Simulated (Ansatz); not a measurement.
Ir:
```xyz
2
Lattice="0.0000 2.7531 2.7531 2.7531 0.0000 2.7531 2.7531 2.7531 0.0000" Properties=species:S:1:pos:R:3 pbc="T T T"
Ir     0.0000     0.0000     0.0000
Ir     1.3766     1.3766     1.3766
```

Relaxed with PBEsol. Special points in fractions of this cell's reciprocal vectors: Γ (0.000, 0.000, 0.000); X (0.500, 0.000, 0.500); U (0.625, 0.250, 0.625); K (0.375, 0.375, 0.750); L (0.500, 0.500, 0.500); W (0.500, 0.250, 0.750).

### Question
List the band energies nearest the Fermi level at these points for the program Ansatz at the PBEsol with spin–orbit coupling level (PAW).

### Answer
In eV from the Fermi level; about four levels below and three above (degenerate sets whole), none deeper than 8.9 eV; points with the same levels are listed once.

| k | below | above |
|---|---|---|
| Γ | -1.89 -1.89 -1.89 -1.89 -1.79 -1.79 | 0.88 0.88 0.88 0.88 |
| X | -2.61 -2.61 -2.61 -2.61 | 0.55 0.55 0.55 0.55 |
| U | -2.89 -2.89 -2.59 -2.59 | 0.56 0.56 1.00 1.00 |
| L | -1.14 -1.14 -1.02 -1.02 | 0.18 0.18 0.39 0.39 |
| W | -3.13 -3.13 -2.96 -2.96 | 0.89 0.89 1.06 1.06 |

Space group Fd-3m (diamond). The start of the workflow was typed in or built on a structure type; neither database checked (COD, Materials Project) lists it. It is not the phase usual at ambient conditions (space group No. 225). The cell was relaxed with PBEsol under the symmetry of its start; its stability against distortions is not shown here. No spin polarisation was allowed.

Potentials: the earlier of the program's two PAW sets. The files were generated under PBE; for other functionals the program regenerates the frozen cores, and for LDA and PBEsol the local potential too.
